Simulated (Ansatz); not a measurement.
Relaxed Rh (fcc, Cu type):

```yaml
crystal:
  lattice:
    - [3.83026, 0.00000, 0.00000]
    - [0.00000, 3.83026, 0.00000]
    - [0.00000, 0.00000, 3.83026]
  atoms:
    - { symbol: Rh, position: [0.00000, 0.00000, 0.00000] }
    - { symbol: Rh, position: [0.50000, 0.50000, 0.00000] }
    - { symbol: Rh, position: [0.50000, 0.00000, 0.50000] }
    - { symbol: Rh, position: [0.00000, 0.50000, 0.50000] }
```

In each cell atom 1 (Rh, nearest neighbour Rh at 2.708 Å; its periodic images, 3.8 Å or more away, move with it) moves by s·(-0.707, -0.707, 0.000) (towards the nearest neighbour), the rest being held.

All values below come from PBE (plane waves to 420 eV, PAW, scalar-relativistic; Ansatz, a first-principles code). k mesh 10×10×10 (Γ-centred), Fermi-Dirac smearing 0.05 eV. The energy includes the smearing's −TS. Left out: 4 of 11 points, with atoms too close for the PAW data. With partly filled bands, energies and forces of such displacements shift with the k mesh and the smearing. Rh is run without spin polarisation. Rh was relaxed with its symmetry unable to fall. The PAW data are Ansatz's earlier set. The zero of ΔE is the undisplaced structure.

Q: Estimate the ΔE (meV/cell) for s (Å) = -0.486, -0.324, -0.162, 0.162, 0.324, 0.486.

A: 
```csv
s (Å),ΔE (meV/cell)
-0.486,1538
-0.324,616
-0.162,145
0.162,145
0.324,616
0.486,1538
```

(For displaced atoms, the force is minus the slope of the energy, and its curvature is a force constant, which sets phonon frequencies.)
